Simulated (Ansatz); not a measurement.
Ge in space group Fd-3m (No. 227; Ge on 8b, Ge on 32e, Ge on 96g), the program Ansatz at the r²SCAN level (PAW). The conduction-band minimum lies at L, with 4 equivalent valleys. Second derivatives d²E/dk² of the lowest band at one valley (eV·Å²), along Cartesian directions:

```tsv
direction	d²E/dk²
[100]	40.91
[010]	40.91
[001]	40.91
[110]	38.54
[101]	43.26
[011]	43.26
```

Question: Find the principal effective masses, the density-of-states mass and the conductivity mass.

Answer: Off-diagonal terms follow from H_xy = H[110] − (H_xx + H_yy)/2, and m*/mₑ = 7.620 eV·Å² over each eigenvalue: 0.18, 0.18, 0.21. One valley's DOS mass (m₁m₂m₃)^(1/3) = 0.19, conductivity mass 3/(Σ 1/mᵢ) = 0.19 mₑ.

Question: What effective density of states Nc follows at 300 K for parabolic valleys?

Answer: Nc = 2.509e19 × 4 × (0.19)^(3/2) ≈ 8.3e18 cm⁻³.

The first step of the workflow began from a Materials Project structure, measured or hypothetical. Its sites differ from those of the usual phase in this space group: another stacking or structure type. The cell was relaxed with r²SCAN under the symmetry of its start; its stability against distortions is not shown here. Spin–orbit coupling is left out wherever it is not named.

Potentials: the earlier of the program's two PAW sets. The files were generated under PBE; for other functionals the program regenerates the frozen cores, and for LDA and PBEsol the local potential too.

Edges and masses are those of Kohn–Sham bands, whose gap is no quasiparticle gap.
